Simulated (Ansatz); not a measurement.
Input:

SiO₂:
```xyz
9
Lattice="4.9479 0.0000 0.0000 -2.4740 4.2850 0.0000 0.0000 0.0000 5.4408" Properties=species:S:1:pos:R:3 pbc="T T T"
Si     2.3271     0.0000     3.6272
Si    -1.1636     2.0153     1.8136
Si     1.3104     2.2697     0.0000
O      1.3806     1.1441     4.2736
O      3.2668     0.6236     2.4601
O      2.7744     2.5173     0.6465
O      0.3005     1.7677     1.1671
O     -1.0933     3.1410     2.9807
O      0.7929     3.6614     4.7943
```

This is the PBEsol-relaxed structure.

Task: All from PBEsol (plane waves, PAW; program Ansatz), unless another level is named. Predict the band gap.

Result: 5.72 eV (indirect).

Task: Give the formation energy from the elements (no fitted shifts).

Result: -2.81 eV/atom.

Task: And the HSE06 gap on the PBEsol cell?

Result: 7.67 eV.

Task: Give the smallest direct gap on the standard path.

Result: 6.01 eV.

Task: Predict the electron effective mass.

Result: 0.50 mₑ (isotropic).

Space group P3_221. The cell was relaxed with PBEsol under the symmetry of its start. The references are the lowest solids computed at this level, not always the standard phases (solids in place of the gases).

Potentials: the later of the program's two PAW sets.
